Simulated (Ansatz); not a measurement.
MgS:
Space group Fm-3m (No. 225); a = 5.1820 Å, b = 5.1820 Å, c = 5.1820 Å, α = 90.00°, β = 90.00°, γ = 90.00°

```
atom  site  symmetry       x       y       z
----  ----  --------  ------  ------  ------
S       4a      m-3m  0.0000  0.0000  0.0000
Mg      4b      m-3m  0.5000  0.5000  0.5000
```
(The calculation used a cell of 2 atoms; values per cell refer to that cell.)

This is the PBEsol-relaxed structure.

**Question.** All from DFT-PBEsol in the program Ansatz with PAW potentials, unless another level is named. Give the Hill bulk and shear moduli.

**Answer.** 78.1 and 54.8 GPa.

**Question.** What about the elastic constants (relaxed ions, GPa)?

**Answer.** C11 = 153, C12 = 40.9, C44 = 54.2.

The cell was relaxed with PBEsol under the symmetry of its start.

Potentials: the later of the program's two PAW sets.
